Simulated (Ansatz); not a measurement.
A band-structure calculation of a 12-atom cell of Ba3CaF8 built on the fluorite structure (relaxed group Cmmm) with Ansatz 0.2.0, at the level PBE. Cell and atoms come from a relaxation with r2SCAN.

input.yaml:
```yaml
crystal:
  lattice:
    - [4.2281841163, -6.0378110037, 0.0]
    - [4.2281841163, 6.0378110037, 0.0]
    - [0.0, 0.0, 4.2687737276]
  atoms:
    - { symbol: Ba, position: [0.0, 0.5, 0.0] }
    - { symbol: F, position: [0.3877889328, 0.1515912457, 0.5] }
    - { symbol: F, position: [0.1515912457, 0.3877889328, 0.5] }
    - { symbol: Ca, position: [0.5, 0.5, 0.5] }
    - { symbol: F, position: [0.875140023, 0.124859977, 0.0] }
    - { symbol: F, position: [0.6126652677, 0.3873347323, 0.0] }
    - { symbol: Ba, position: [0.0, 0.0, 0.5] }
    - { symbol: F, position: [0.3873347323, 0.6126652677, 0.0] }
    - { symbol: F, position: [0.124859977, 0.875140023, 0.0] }
    - { symbol: Ba, position: [0.5, 0.0, 0.0] }
    - { symbol: F, position: [0.8484087543, 0.6122110672, 0.5] }
    - { symbol: F, position: [0.6122110672, 0.8484087543, 0.5] }
kpoints:
  mp_grid: { grid: [4, 4, 6] }
  band_path:
    path:
      - [[0.0, 0.0, 0.0], [-0.5, 0.5, 0.0], [-0.3725995173225, 0.6274004826775, 0.0]]
      - [[0.3725995173225, 0.3725995173225, 0.0], [0.0, 0.0, 0.0], [0.0, 0.0, 0.5], [0.3725995173225, 0.3725995173225, 0.5]]
      - [[-0.3725995173225, 0.6274004826775, 0.5], [-0.5, 0.5, 0.5], [-0.5, 0.5, 0.0]]
      - [[0.0, 0.0, 0.0], [9.9838342895e-18, 0.5, 0.0], [9.9838342895e-18, 0.5, 0.5], [0.0, 0.0, 0.5], [-0.5, 0.5, 0.5]]
    npoints: 10
hamiltonian:
  xc: pbe
scf:
  occupations: { method: fermi_dirac, width: 0.02 }
  n_extra_bands: 7
output:
  forces: true
  stress: true
  eigenvalues: true
```

Wall time 22 s on 1 × NVIDIA H100 80GB HBM3 with 2 threads of AMD EPYC 7R13 Processor (Zen 3) (shared host), load about 0.9 per core; peak host memory 1 GiB.

The log, with set-up remarks and timings taken out:
```
scf.n_extra_bands = 7 over 48 filled bands (N_el = 96.0): the run solves 55 bands
Pseudopotential: Ba, paw, valence charge 10, recommended cutoff 420 eV (normal)
Pseudopotential: F, paw, valence charge 7, recommended cutoff 420 eV (normal)
Pseudopotential: Ca, paw, valence charge 10, recommended cutoff 420 eV (normal)
Functional definition: PBE
Crystal: 12 atoms, lattice volume = 217.955 Å³
Basis set: ecut = 420 eV, 4265 PW (Γ)
Symmetry: 8 space group operations
Space group: Cmmm (ITA 65)
k-points: 28 of 96
SCF iter   1: HF=-26156.532715 eV  Δρ=7.70e-4  dr2=1.73e-3
SCF iter   2: HF=-26156.535253 eV  Δρ=5.23e-4  dr2=6.85e-4
SCF iter   3: HF=-26156.535650 eV  Δρ=2.19e-4  dr2=2.22e-4
SCF iter   4: HF=-26156.535651 eV  Δρ=1.02e-4  dr2=2.06e-5
SCF iter   5: HF=-26156.536283 eV  Δρ=4.91e-5  dr2=4.15e-6
SCF iter   6: HF=-26156.536286 eV  Δρ=2.70e-5  dr2=1.08e-6
SCF iter   7: HF=-26156.536286 eV  Δρ=7.39e-6  dr2=8.33e-8
SCF 1 converged in 7 iterations: F = -26156.536286 eV  dr2 = 8.33e-8
SCF converged after 7 iterations
Free energy (F): -26156.536286 eV
Fermi energy:    6.887614 eV
--- Forces (eV/Å), atoms counted from 1 ---
  atom   1  Ba      0.00000      0.00000      0.00000
  atom   2  F     -0.03630    -0.03376      0.00000
  atom   3  F     -0.03630      0.03376      0.00000
  atom   4  Ca      0.00000      0.00000      0.00000
  atom   5  F       0.00000      0.00815      0.00000
  atom   6  F       0.00000    -0.04595      0.00000
  atom   7  Ba      0.00000      0.00000      0.00000
  atom   8  F       0.00000      0.04595      0.00000
  atom   9  F       0.00000    -0.00815      0.00000
  atom  10  Ba      0.00000      0.00000      0.00000
  atom  11  F       0.03630    -0.03376      0.00000
  atom  12  F       0.03630      0.03376      0.00000
--- Stress (GPa, compression-positive) ---
        1.752359       0.000000       0.000000
        0.000000       1.735898       0.000000
        0.000000       0.000000       1.765905
  P = ⅓ Tr σ = 1.7514 GPa (17.514 kbar)
```

Levels along the path, in eV from the valence top (v1 is the last filled band, c1 the first empty one):
```
point  distance (1/Å)     v2     v1    c1    c2
    Γ            0.00  -0.25  -0.01  6.24  7.03
    ·            0.26  -0.17  -0.15  6.62  7.30
    Y            0.52  -0.33  -0.08  7.13  7.38
    ·            0.61  -0.33  -0.08  7.16  7.34
   C₀            0.71  -0.34  -0.08  7.24  7.25
   Σ₀            0.71  -0.34  -0.08  7.24  7.25
    ·            0.93  -0.42  -0.07  6.80  7.41
    ·            1.21  -0.26  -0.02  6.26  7.04
    Γ            1.26  -0.25  -0.01  6.24  7.03
    ·            1.56  -0.31  -0.02  6.73  7.33
    ·            1.93  -0.32   0.00  6.87  7.48
    Z            2.00  -0.32   0.00  6.85  7.46
    ·            2.22  -0.36  -0.02  7.03  7.26
    ·            2.50  -0.38  -0.11  6.70  7.32
   A₀            2.55  -0.35  -0.13  6.63  7.30
   E₀            2.55  -0.35  -0.13  6.63  7.30
    ·            2.61  -0.33  -0.14  6.57  7.27
    ·            2.70  -0.30  -0.15  6.52  7.25
    T            2.74  -0.30  -0.15  6.51  7.25
    ·            2.96  -0.36  -0.16  6.65  7.36
    ·            3.33  -0.33  -0.09  7.20  7.27
    Y            3.48  -0.33  -0.08  7.13  7.38
    Γ            3.48  -0.25  -0.01  6.24  7.03
    ·            3.57  -0.26  -0.02  6.29  7.06
    ·            3.80  -0.29  -0.10  6.76  7.38
    S            3.93  -0.28  -0.12  7.00  7.36
    ·            4.08  -0.26  -0.12  7.03  7.40
    ·            4.45  -0.24  -0.11  7.04  7.32
    R            4.67  -0.26  -0.12  7.00  7.24
    ·            4.76  -0.27  -0.10  6.97  7.28
    ·            4.99  -0.31  -0.02  6.87  7.45
    Z            5.12  -0.32   0.00  6.85  7.46
    ·            5.23  -0.30  -0.03  6.81  7.44
    ·            5.49  -0.28  -0.18  6.57  7.28
    T            5.64  -0.30  -0.15  6.51  7.25
```

PBE gives an indirect gap of 6.24 eV, from Z to Γ; the least direct gap is 6.25 eV at Γ. Least and direct gap differ so little that the kind isn't settled. The gap is the least over the mesh and the extra points. With the atoms held, the mean pressure is +1.75 GPa (compression positive). The largest force is 0.05 eV/Å.

(Calculated; spin-unpolarised; the phase may be known or hypothetical.)

Spin-orbit coupling is left out.
